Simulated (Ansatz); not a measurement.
SiC in space group P6_222 (No. 180; Si on 3d, C on 3c), a = 3.066 Å, b = 3.066 Å, c = 7.031 Å, α = 90.00°, β = 90.00°, γ = 120.00°.

Relaxed with PBEsol.

Task: Which orbitals make up the states near the band edges in the program Ansatz at the PBEsol level (PAW)?

Result: Top 1 eV of the valence band: C 2p 77 %, Si 3p 18 %. Bottom 1 eV of the conduction band: Si 3p 47 %, C 2p 18 %, Si 3s 12 %, C 2s 10 %, outside the projected shells 12 %. Projections are on Löwdin-orthogonalised atomic valence shells; empty p or d shells of many metals are not among them.

Task: Tabulate the density of states.

Result: States/eV per cell of 6 atoms, in 0.25 eV bins, energy from the valence-band maximum.

| E (eV) | total | C 2p | Si 3p | Si 3s |
|---|---|---|---|---|
| -7.85 | 1.03 | 0.47 | 0.25 | 0.17 |
| -7.60 | 1.31 | 0.61 | 0.36 | 0.19 |
| -7.35 | 1.42 | 0.67 | 0.39 | 0.20 |
| -7.10 | 1.60 | 0.76 | 0.43 | 0.23 |
| -6.85 | 1.96 | 0.94 | 0.52 | 0.28 |
| -6.60 | 1.86 | 0.89 | 0.51 | 0.23 |
| -6.35 | 1.51 | 0.74 | 0.43 | 0.16 |
| -6.10 | 1.90 | 0.95 | 0.52 | 0.21 |
| -5.85 | 1.74 | 0.89 | 0.47 | 0.20 |
| -5.60 | 1.61 | 0.83 | 0.43 | 0.17 |
| -5.35 | 1.83 | 0.97 | 0.50 | 0.17 |
| -5.10 | 1.89 | 1.02 | 0.53 | 0.16 |
| -4.85 | 1.95 | 1.07 | 0.55 | 0.15 |
| -4.60 | 2.02 | 1.13 | 0.57 | 0.16 |
| -4.35 | 2.13 | 1.22 | 0.59 | 0.17 |
| -4.10 | 2.19 | 1.28 | 0.60 | 0.17 |
| -3.85 | 2.47 | 1.49 | 0.67 | 0.16 |
| -3.60 | 2.76 | 1.73 | 0.74 | 0.14 |
| -3.35 | 2.94 | 1.89 | 0.76 | 0.13 |
| -3.10 | 2.86 | 1.87 | 0.72 | 0.13 |
| -2.85 | 2.53 | 1.68 | 0.62 | 0.11 |
| -2.60 | 2.24 | 1.52 | 0.52 | 0.08 |
| -2.35 | 2.29 | 1.60 | 0.48 | 0.09 |
| -2.10 | 3.06 | 2.19 | 0.60 | 0.12 |
| -1.85 | 3.69 | 2.64 | 0.76 | 0.12 |
| -1.60 | 2.83 | 2.07 | 0.53 | 0.09 |
| -1.35 | 1.85 | 1.38 | 0.32 | 0.06 |
| -1.10 | 1.47 | 1.11 | 0.25 | 0.04 |
| -0.85 | 1.22 | 0.93 | 0.22 | 0.03 |
| -0.60 | 0.98 | 0.75 | 0.18 | 0.01 |
| -0.35 | 0.45 | 0.35 | 0.08 | 0.00 |
| -0.10 | 0.07 | 0.06 | 0.02 | 0.00 |
| 0.15 | 0.00 | 0.00 | 0.00 | 0.00 |
| 0.40 | 0.00 | 0.00 | 0.00 | 0.00 |
| 0.65 | 0.00 | 0.00 | 0.00 | 0.00 |
| 0.90 | 0.04 | 0.01 | 0.02 | 0.01 |
| 1.15 | 0.17 | 0.03 | 0.08 | 0.02 |
| 1.40 | 0.32 | 0.06 | 0.15 | 0.04 |
| 1.65 | 0.61 | 0.12 | 0.30 | 0.07 |
| 1.90 | 0.98 | 0.20 | 0.48 | 0.10 |
| 2.15 | 1.12 | 0.23 | 0.54 | 0.12 |
| 2.40 | 1.63 | 0.34 | 0.75 | 0.21 |
| 2.65 | 2.12 | 0.48 | 0.97 | 0.27 |
| 2.90 | 1.82 | 0.36 | 0.85 | 0.22 |
| 3.15 | 1.77 | 0.31 | 0.73 | 0.28 |
| 3.40 | 2.62 | 0.51 | 0.98 | 0.42 |
| 3.65 | 2.50 | 0.49 | 0.92 | 0.39 |
| 3.90 | 2.62 | 0.57 | 0.92 | 0.43 |
| 4.15 | 2.52 | 0.53 | 0.94 | 0.38 |
| 4.40 | 2.64 | 0.56 | 0.98 | 0.37 |
| 4.65 | 2.35 | 0.50 | 0.76 | 0.43 |
| 4.90 | 2.15 | 0.47 | 0.65 | 0.41 |
| 5.15 | 2.57 | 0.58 | 0.73 | 0.54 |
| 5.40 | 2.76 | 0.67 | 0.81 | 0.56 |
| 5.65 | 2.73 | 0.73 | 0.80 | 0.52 |

The start of the workflow was typed in or built on a structure type; neither database checked (COD, Materials Project) lists it. It is not the phase usual at ambient conditions (space group No. 186, 216). Symmetry was held in the PBEsol relaxation; phonons on a q-mesh show no instability. Its formation energy is positive at this level, so the cell may be metastable or incomplete.

Potentials: the later of the program's two PAW sets.
